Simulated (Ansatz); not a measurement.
The bulk modulus of Bi₂Te₃ from a series of volumes

Reference cell: a structure deposited in the COD, its atoms then relaxed with PBE in this cell.

```
Bi Te
1.0
     2.19300    1.26613   10.16567
    -2.19300    1.26613   10.16567
     0.00000   -2.53226   10.16567
Bi Te
2 3
Direct
  0.39998 0.39998 0.39998
  0.60002 0.60002 0.60002
  0.00000 0.00000 0.00000
  0.20979 0.20979 0.20979
  0.79021 0.79021 0.79021
```

Atoms are numbered from 1 in the order listed; like atoms form one site, named after its first atom.

Method: Kohn–Sham DFT in Ansatz, PBE, plane waves and PAW, scalar-relativistic, 420 eV cutoff, Γ-centred 12×12×12 k-points, Fermi–Dirac smearing 0.02 eV.

The cell is scaled uniformly, and the ions relax again at each size.

| V/V₀ | pressure (GPa) | gap on the k-mesh (eV) |
| --- | --- | --- |
| 0.94 | 5.0 | 0.26 |
| 0.96 | 3.9 | 0.26 |
| 0.98 | 2.9 | 0.27 |
| 1.00 | 2.0 | 0.29 |
| 1.02 | 1.3 | 0.30 |
| 1.04 | ? | ? |
| 1.06 | 0.1 | 0.34 |

**Question.** Estimate the row at V/V₀ = 1.04, the equilibrium volume and the bulk modulus.

**Answer.** pressure (GPa): 0.7; gap on the k-mesh (eV): 0.32. Worked: a parabola in ln(V/V₀) through the other 6 rows gives 0.6 GPa there. It crosses zero pressure at V/V₀ = 1.066, the equilibrium volume of this functional, where the bulk modulus is B = −dP/d ln V = 23 GPa. The shape of the cell is held, so in this non-cubic crystal both values are those of uniform scaling, and B is an upper bound to the hydrostatic one. No dispersion correction is included, which matters between the layers of this solid. The gap rises as the cell grows, by 0.007 eV per per cent of volume.

PBE gaps are too small, by a third to a half in many semiconductors; their changes with volume are better.
